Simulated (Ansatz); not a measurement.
In:
```yaml
crystal:
  lattice:
    - [-1.57541, 1.57541, 2.47318]
    - [1.57541, -1.57541, 2.47318]
    - [1.57541, 1.57541, -2.47318]
  atoms:
    - { symbol: In, position: [0.00000, 0.00000, 0.00000] }
```

Relaxed with LDA. Special points in fractions of this cell's reciprocal vectors: Γ (0.000, 0.000, 0.000); X (0.000, 0.000, 0.500); P (0.250, 0.250, 0.250); N (0.000, 0.500, 0.000); M (0.500, 0.500, -0.500); S (0.351, 0.649, -0.351); S0 (-0.351, 0.351, 0.351); R (-0.203, 0.203, 0.500); G (0.500, 0.500, -0.203).

### Question
List the band energies nearest the Fermi level at these points for plane-wave PAW LDA (Ansatz code).

### Answer
In eV from the Fermi level; about four levels below and three above (degenerate sets whole), none deeper than 8.9 eV; … stands for higher levels left out; points with the same levels are listed once.

```tsv
k	below	above
Γ	–	11.00 11.00 11.24
X	-2.02 -1.39	3.39 4.02 …
P	-1.01 -0.09 -0.09	1.93 …
N	-4.40 -3.62	7.38 9.88 …
M	-3.32 -3.07	5.17 5.17 …
S	-2.69 -1.34 -0.78	6.85 …
R	-1.63 -0.36	0.22 1.36 …
```

Space group I4/mmm (body-centred tetragonal). Symmetry was held in the LDA relaxation. Spin–orbit coupling is left out wherever it is not named.

Potentials: the later of the program's two PAW sets.
